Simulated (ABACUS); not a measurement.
Input and output of a self-consistent single point for ZnO (Cm, 4 atoms in the cell; from Materials Project mp-2133, changed as shown) (ABACUS).

Computed with PBE, PseudoDojo 0.5 standard norm-conserving PBE (tails mended) pseudopotentials (plane waves; ABACUS 3.10.1).

The change in words: atom 3 moved by -0.04 angstrom along y. Reference geometry (P6_3mc):
```yaml
crystal:
  lattice:
    - [3.23735, 0.00000, 0.00000]
    - [-1.61868, 2.80363, 0.00000]
    - [0.00000, 0.00000, 5.22206]
  atoms:
    - { symbol: Zn, position: [0.66667, 0.33333, 0.50059] }
    - { symbol: Zn, position: [0.33333, 0.66667, 0.00059] }
    - { symbol: O, position: [0.66667, 0.33333, 0.87972] }
    - { symbol: O, position: [0.33333, 0.66667, 0.37972] }
```

Reference input (self-consistent single point, DFT, PBE, plane waves, PseudoDojo 0.5 standard norm-conserving PBE (tails mended) pseudopotentials): KPT = Gamma 6 6 4 0 0 0; basis_type = pw; ecutwfc = 84 Ry; smearing_method = gaussian; smearing_sigma = 0.00146997 Ry; potentials = PseudoDojo 0.5 standard norm-conserving PBE (tails mended); symmetry = 1; symmetry_prec = 1e-05; ks_solver = cg; scf_nmax = 100; scf_thr = 1.0e-09 Ry; mixing_type = broyden. This run's input differs from it in these lines:

```diff
@@ -42,3 +42,3 @@
 2
-   3.0588554936    1.7660272958    8.6813085079
+   3.0588524348    1.6904394860    8.6813085079
   -0.0000030589    3.5320598898    3.7471769047
```

Log, with long lists cut:

```
 SELF-CONSISTENT
 -------------------------------------------
                                 init_chg = atomic

 PW ALGORITHM --------------- ION=   1  ELEC=   1--------------------------------

 Density error is 1.01368749447
                          Error Threshold = 0.01
 E_KohnSham     -901.8610797694      -12270.4494892957
 E_Fermi        0.6327575300         8.6091078604

 PW ALGORITHM --------------- ION=   1  ELEC=   2--------------------------------

 Density error is 1.61432358848
                          Error Threshold = 0.00194939902783
 E_KohnSham     -902.1564156316      -12274.4677398466
   [... lines left out ...]

 Density error is 4.52321723599e-09
                          Error Threshold = 2.59997949266e-11
 E_KohnSham     -902.4198054064      -12278.0513415785
 E_Fermi        0.7461119094         10.1513733136

 PW ALGORITHM --------------- ION=   1  ELEC=  15--------------------------------

 Density error is 5.32189872727e-10
                          Error Threshold = 8.69849468459e-12
 E_KohnSham     -902.4198054067      -12278.0513415830
 E_KS(sigma->0) -902.4198054067      -12278.0513415830
 E_entropy(-TS) -0.0000000000        -0.0000000000
 E_Fermi        0.7461081126         10.1513216552
 charge density convergence is achieved
 final etot is -12278.051342 eV
 EFERMI = 10.151321655 eV

 STATE ENERGY(eV) AND OCCUPATIONS    NSPIN == 1
   [... 33 lines left out ...]

 TOTAL-FORCE (eV/Angstrom)
                       Zn1         0.0000000000        -0.0001760644        -0.0008215012
                       Zn2         0.0000000000        -0.3222481775         0.0106446093
                        O1         0.0000000000         0.3599125039        -0.0146211023
                        O2         0.0000000000        -0.0374882620         0.0047979943

 TOTAL-STRESS (KBAR)
        39.0296584208        -0.0000000000         0.0000000000
         0.0000000000        62.3420103308        -6.8612423714
         0.0000000000        -6.8612423714        50.0216787110
 TOTAL-PRESSURE: 50.464449 KBAR

 --------------------------------------------
 !FINAL_ETOT_IS -12278.0513415829518635 eV
 --------------------------------------------
```

The run converged in 15 iterations. Against the reference run the free energy goes up by 1.7 meV/atom, the pressure stays near 5.05 GPa while the yy stress (positive for compression) goes from 4.99 to 6.23 GPa, the largest force goes from 0.004 to 0.360 eV/Å and the gap on the mesh moves little (0.868 to 0.867 eV).

The structure comes from a collection of computed structures, made at another level of theory; the collection holds predicted forms beside known ones.

Cost on one core: around 6 core-minutes (rough).

“Tails mended”: in these copies of the files the far tail of each local potential was reset to the Coulomb form.
